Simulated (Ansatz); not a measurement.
HfO₂:
```yaml
crystal:
  lattice:
    - [0.00000, 2.52952, 2.52952]
    - [2.52952, 0.00000, 2.52952]
    - [2.52952, 2.52952, 0.00000]
  atoms:
    - { symbol: Hf, position: [0.00000, 0.00000, 0.00000] }
    - { symbol: O, position: [0.75000, 0.75000, 0.75000] }
    - { symbol: O, position: [0.25000, 0.25000, 0.25000] }
```

Relaxed with r²SCAN. Special points in fractions of this cell's reciprocal vectors: Γ (0.000, 0.000, 0.000); X (0.500, 0.000, 0.500); U (0.625, 0.250, 0.625); K (0.375, 0.375, 0.750); L (0.500, 0.500, 0.500); W (0.500, 0.250, 0.750).

Q: List the band energies nearest the valence-band maximum at these points for r²SCAN (plane waves, PAW; program Ansatz).

A: In eV from the valence-band maximum; about four levels below and three above (degenerate sets whole), none deeper than 8.9 eV; points with the same levels are listed once.

```tsv
k	below	above
Γ	-5.53 -5.53 -5.53 -0.65 -0.65 -0.65	4.42 4.42 6.46
X	-3.59 -3.59 -1.62 -1.62 0.00	4.30 6.04 7.25
U	-3.46 -2.33 -1.40 -0.35	4.81 5.96 7.53
L	-3.13 -2.81 -1.90 -1.90	5.12 5.12 7.58
W	-2.67 -2.67 -1.46 -0.22	5.30 5.70 7.68 7.68
```

Space group Fm-3m (fluorite). This is a known high-temperature phase of the composition, computed here at zero pressure and temperature. Symmetry was held in the r²SCAN relaxation. At this level the phase is dynamically unstable (imaginary phonons). The run is not spin-polarised. Spin–orbit coupling is left out wherever it is not named.

Potentials: the earlier of the program's two PAW sets.
